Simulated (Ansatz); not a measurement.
SbPd (NiAs type, P6_3/mmc) at seven volumes, PBEsol in the plane-wave PAW code Ansatz, shape and atoms relaxed at each. One row is withheld.

| V (Å³/atom) | P (GPa) |
|---|---|
| 18.343 | 14.60 |
| 18.948 | 8.84 |
| 19.552 | 4.03 |
| 20.157 | 0.00 |
| 20.762 | -3.37 |
| 21.367 | ? |
| 21.971 | -8.44 |

Problem. Fit the shown pressures and predict the withheld one.

Solution. Third-order Birch–Murnaghan: P = (3/2)B₀(x^(7/2) − x^(5/2))[1 + (3/4)(B′ − 4)(x − 1)] with x = (V₀/V)^(2/3). Least squares on the six rows gives V₀ = 20.157 Å³/atom, B₀ = 122.0 GPa, B′ = 5.06. At V = 21.367, x = 0.9619 and P = -6.14 GPa. The run itself gave -6.15 GPa.

The workflow started from a Materials Project entry (that database holds measured and hypothetical structures alike); the Crystallography Open Database files this formula in space group No. 194, but the cells were not matched. Whether it is the stable phase at ambient conditions was not checked. Symmetry was held in the PBEsol relaxation; its stability against distortions is not shown here. No spin polarisation was allowed. Scalar-relativistic: spin–orbit coupling is off unless named, which matters more the heavier the elements.

Potentials: the later of the program's two PAW sets.
